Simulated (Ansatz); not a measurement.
Here is an unrelaxed guess for Cs2NaP.

```xyz
4
Lattice="6.2597 0.0000 0.0000 0.0000 6.2597 0.0000 0.0000 0.0000 4.4312" Properties=species:S:1:pos:R:3 pbc="T T T"
Cs    0.0000    3.1299    0.0000
Cs    3.1299    0.0000    0.0000
Na    3.1299    3.1299    0.0000
P     0.0000    0.0000    0.0000
```

Computed with DFT PBE, scalar-relativistic, plane waves, PAW (Ansatz 0.2.0). Cutoff 420 eV; k points 4×4×4 on the computed 4-atom cell (Γ-centred); Gaussian smearing, width 0.10 eV; no spin polarisation.

Energies over the elements count from the elements' standard structures at the same level, with no fitted energy shifts. The references include black phosphorus.

Question: Estimate its pressure, forces and energy as it stands.

Answer: The pressure is 3.9 GPa (the mean over three directions, positive in compression), the largest force is 0.00 eV/Å (symmetry fixes the atoms), and the energy is +0.65 eV/atom against the elements. The shortest distance is 3.13 Å.

Question: How much does it gain on relaxing, and where does it end?

Answer: Relaxing gains about 0.26 eV/atom (the start's value is from the coarse mesh, so the gain is rough) in 11 ionic steps and ends at +0.39 eV/atom on the finer mesh. The symmetry stays P4/mmm (No. 123). The volume per atom grows by 13.8 %, from 43.4 to 49.4 Å³. The shortest distance goes from 3.13 Å (Cs–Na and Cs–P) to 3.63 Å (Cs–Na and Cs–P). The ratio c/a of the conventional cell changes by a factor of 0.73. Conventional cell: a = 7.261 Å, c = 3.749 Å. Cs is surrounded by 2 Na at 3.63 Å, 2 P at 3.63 Å, 2 Cs at 3.75 Å and 4 Cs at 5.13 Å; Na is surrounded by 4 Cs at 3.63 Å and 2 Na at 3.75 Å; around P lie 4 Cs at 3.63 Å and 2 P at 3.75 Å.

The last run used an 8×8×12 mesh (in the run's order of axes) for its 4-atom cell and Gaussian smearing of 0.10 eV. The reference form of P is held partly by dispersion forces, which this level lacks. The relaxation can't lower the symmetry of the start. Symmetry constrained the relaxation, so the result can be a saddle point.
